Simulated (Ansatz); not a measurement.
Ti2SiB2:
```
Ti2SiB2
1.0
    1.51158    -5.20488     0.00000
    1.51158     5.20488     0.00000
    0.00000     0.00000     3.36024
Si Ti B
1 2 2
Direct
  0.00000   0.00000   0.00000
  0.36437   0.63563   0.50000
  0.63563   0.36437   0.50000
  0.20752   0.79248   0.00000
  0.79248   0.20752   0.00000
```

Relaxed with PBEsol. Special points in fractions of this cell's reciprocal vectors: Γ (0.000, 0.000, 0.000); Y (-0.500, 0.500, 0.000); C0 (-0.271, 0.729, 0.000); Σ0 (0.271, 0.271, 0.000); Z (0.000, 0.000, 0.500); A0 (0.271, 0.271, 0.500); E0 (-0.271, 0.729, 0.500); T (-0.500, 0.500, 0.500); S (0.000, 0.500, 0.000); R (0.000, 0.500, 0.500).

**Question.** List the band energies nearest the Fermi level at these points for DFT-PBEsol in the program Ansatz with PAW potentials.

**Answer.** In eV from the Fermi level; about four levels below and three above (degenerate sets whole), none deeper than 8.9 eV; points with the same levels are listed once.

| k | below | above |
|---|---|---|
| Γ | -2.28 -1.64 -1.39 -0.95 | 0.68 1.51 1.73 |
| Y | -2.80 -2.27 -1.38 -1.38 | 0.12 1.26 2.01 |
| C0 | -3.04 -2.73 -2.29 -1.27 | 0.38 1.38 1.47 |
| Z | -3.17 -2.80 -0.43 -0.05 | 0.75 1.12 1.44 |
| A0 | -4.52 -4.37 -3.56 -3.29 | 0.23 1.07 1.08 |
| T | -3.70 -3.68 -2.30 -2.08 | 0.23 0.46 0.47 |
| S | -3.10 -2.70 -2.65 -1.24 | 0.50 1.08 1.78 |
| R | -4.51 -4.32 -3.57 -3.29 | 0.24 0.86 1.32 |

Space group Cmmm. The start of the workflow was typed in or built on a structure type; neither database checked (COD, Materials Project) lists it. Whether it is the stable phase at ambient conditions was not checked. The PBEsol relaxation kept the symmetry of its start; whether a distortion lowers the energy is not shown. The run is not spin-polarised.

Potentials: the earlier of the program's two PAW sets. The files were generated under PBE; for other functionals the program regenerates the frozen cores, and for LDA and PBEsol the local potential too.
